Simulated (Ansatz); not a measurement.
Here is the system:

CuI:
```cif
data_Cu3I3
_chemical_formula_sum 'Cu3 I3'
_space_group_name_H-M_alt 'P 1'
_space_group_IT_number 1
_cell_length_a 4.16824
_cell_length_b 4.16824
_cell_length_c 9.64289
_cell_angle_alpha 90.000
_cell_angle_beta 90.000
_cell_angle_gamma 120.000
loop_
_space_group_symop_operation_xyz
  'x, y, z'
loop_
_atom_site_label
_atom_site_type_symbol
_atom_site_fract_x
_atom_site_fract_y
_atom_site_fract_z
_atom_site_occupancy
Cu1 Cu 0.49978 0.49978 0.50000 1
Cu2 Cu 0.50022 0.00000 0.83333 1
Cu3 Cu 0.00000 0.50022 0.16667 1
I1 I 0.49994 0.49994 0.00000 1
I2 I 0.50006 0.00000 0.33333 1
I3 I 0.00000 0.50006 0.66667 1
```

This is the PBE+D3(BJ)-relaxed structure.

**Question.** All from DFT-PBE+D3(BJ) in the program Ansatz with PAW potentials, unless another level is named. Estimate the formation energy from the elements (no fitted shifts).

**Answer.** 0.030 eV/atom.

**Question.** Next, the electron effective mass?

**Answer.** 0.13, 0.14, 0.14 mₑ (principal values).

**Question.** Next, the valence-band maximum?

**Answer.** at A.

Space group P6_422. The start of the workflow was typed in or built on a structure type; neither database checked (COD, Materials Project) lists it. It is not the phase usual at ambient conditions (space group No. 216). The PBE+D3(BJ) relaxation kept the symmetry of its start; its stability against distortions is not shown here. The workflow began spin-polarised and lost its moments. The volume moved by -32 % from the start of the relaxation. The references are the lowest solids computed at this level, not always the standard phases. Spin–orbit coupling is left out wherever it is not named.

Potentials: the later of the program's two PAW sets.

Edges and masses are those of Kohn–Sham bands, whose gap is no quasiparticle gap.
